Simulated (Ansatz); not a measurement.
Theory: DFT PBE, scalar-relativistic, plane waves, PAW, and for the lanthanide a 4f-in-core norm-conserving potential (Ansatz 0.2.0). Settings: cutoff 630 eV, Γ-centred meshes spaced at most about 0.3 Å⁻¹, and about 0.25 Å⁻¹ or finer for metals (2π included), Gaussian smearing. No spin polarisation in the final relaxations.

Temperature and zero-point effects are left out.

Compare these two cells of RbDyH₄, each relaxed at this level.

1. Space group P-6m2 (No. 187), hexagonal, a = 5.584 Å, c = 3.444 Å. Rb is surrounded by 15 H at 3.22–3.29 Å, 3 Dy at 3.22 Å and 2 Rb at 3.44 Å; Dy is surrounded by 6 H at 2.18 Å, 3 H at 3.22 Å and 3 Rb at 3.22 Å; H on a site of symmetry -6m2 has 6 H at 2.55 Å, 3 Dy at 3.22 Å and 3 Rb at 3.22 Å; H on a site of symmetry mm2 is surrounded by 2 Dy at 2.18 Å, 2 H at 2.32 Å, 2 H at 2.55 Å, 2 H at 3.26 Å, 4 Rb at 3.29 Å and 2 H at 3.44 Å.

2. Space group Cmmm (No. 65), orthorhombic, a = 7.134 Å, b = 7.338 Å, c = 4.053 Å. Rb has 8 H at 2.55–2.56 Å, 2 Rb at 4.05 Å and 8 Dy at 4.10–4.19 Å; Dy is surrounded by 2 H at 2.03 Å, 8 H at 3.26 Å, 4 H at 3.98 Å, 2 Dy at 4.05 Å and 8 Rb at 4.10–4.19 Å; around H on a site of symmetry 2mm lie 1 Dy at 2.03 Å, 2 Rb at 2.55 Å and 4 H at 2.74 Å; H on a site of symmetry 2/m is surrounded by 2 Rb at 2.56 Å and 4 H at 2.74 Å.

Task: Which is lower in energy, and by how much?

Result: Cell 1 is lower, by 208 meV/atom. Cell 1 has space group P-6m2 (No. 187), 15.5 Å³/atom and a gap of 0.12 eV on its mesh; cell 2 has space group Cmmm (No. 65), 17.7 Å³/atom and no gap. Counting H atoms around Dy and Rb (those within 1.25 times the shortest such distance or 1.15 times the sum of covalent radii, 1.27 where that leaves under three), cell 1 has Rb 15, Dy 6 and cell 2 has Rb 8, Dy 2. The denser one is the lower, and pressure would at first widen the difference. Even the lower one lies +0.23 eV/atom against the reference forms of the elements (uncorrected), so neither is stable at this level. Both come from invented guesses. A third cell relaxed alike, in Cmmm, lies 180 meV/atom below the lower of the two.

Kohn–Sham gaps at this level usually fall short of measured ones. The zero gap of Cmmm may come from the functional, which often closes small gaps, or the cell may be a true semimetal. With hydrogen, zero-point motion can shift such differences by 10 meV/atom or more. Cells relaxed within their symmetry can be saddle points.

The lanthanide is trivalent by construction, without f bands, f moments or other valences.
